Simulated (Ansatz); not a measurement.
The cell is Ga3PN2 as one 6-atom ordering (I-4m2) on the zincblende lattice; cell and atoms were relaxed with r2SCAN. It is tetragonal, I-4m2 (No. 119); conventional cell a = 3.428 Å, c = 14.250 Å, 13.95 Å³ an atom. Around N lie 4 Ga at 1.99–2.02 Å; around Ga lie 4 N at 1.99 Å; around Ga lie 2 N at 2.02 Å and 2 P at 2.27 Å; around P lie 4 Ga at 2.27 Å.

```
N Ga P
1.0
    -1.71391    1.71391    7.12479
     1.71391   -1.71391    7.12479
     1.71391    1.71391   -7.12479
N Ga P
2 3 1
Direct
  0.17864 0.17864 0.00000
  0.82136 0.82136 0.00000
  0.75000 0.25000 0.50000
  0.39588 0.89588 0.50000
  0.10412 0.60412 0.50000
  0.50000 0.50000 0.00000
```

3 runs of Ansatz on this cell differ in the functional (and in the settings that go with it). Levels are in eV from each run's valence top; v1 is the last filled band, c1 the first empty one.

Run A, mean stress +0.2 GPa (compression positive):

| point | v2 | v1 | c1 | c2 |
| --- | --- | --- | --- | --- |
| Γ | -0.20 | -0.20 | 0.73 | 2.91 |
| X | -3.80 | -3.69 | 2.34 | 3.91 |
| P | -3.95 | -3.77 | 2.85 | 3.03 |
| N | -2.19 | 0.00 | 2.55 | 4.40 |

Run B, mean stress +4.5 GPa (compression positive):

| point | v2 | v1 | c1 | c2 |
| --- | --- | --- | --- | --- |
| Γ | -0.17 | -0.17 | -0.10 | 2.09 |
| X | -3.45 | -3.37 | 1.60 | 3.06 |
| P | -3.60 | -3.48 | 2.07 | 2.28 |
| N | -1.93 | 0.00 | 1.62 | 3.29 |

Run C, mean stress 0.0 GPa (compression positive):

| point | v2 | v1 | c1 | c2 |
| --- | --- | --- | --- | --- |
| Γ | -0.18 | -0.18 | 0.20 | 2.42 |
| X | -3.60 | -3.53 | 1.91 | 3.40 |
| P | -3.75 | -3.63 | 2.41 | 2.56 |
| N | -2.03 | 0.00 | 1.94 | 3.72 |

Problem. Match the runs to PBE, r2SCAN, HSE06.

Solution. A is HSE06, B is PBE, C is r2SCAN. In order of the gap: PBE none (overlap 0.10), r2SCAN 0.20, HSE06 0.73 eV.

Spin-unpolarised throughout. Whether this structure exists isn't addressed.

The stress of a hybrid is loosely converged in these runs.

Where bands overlap, v1 and c1 are numbered by the electron count and aren't everywhere filled or empty.

Gaps or overlaps of about a tenth of an eV are at the limit of these meshes: between the points read a gap can be smaller or closed.
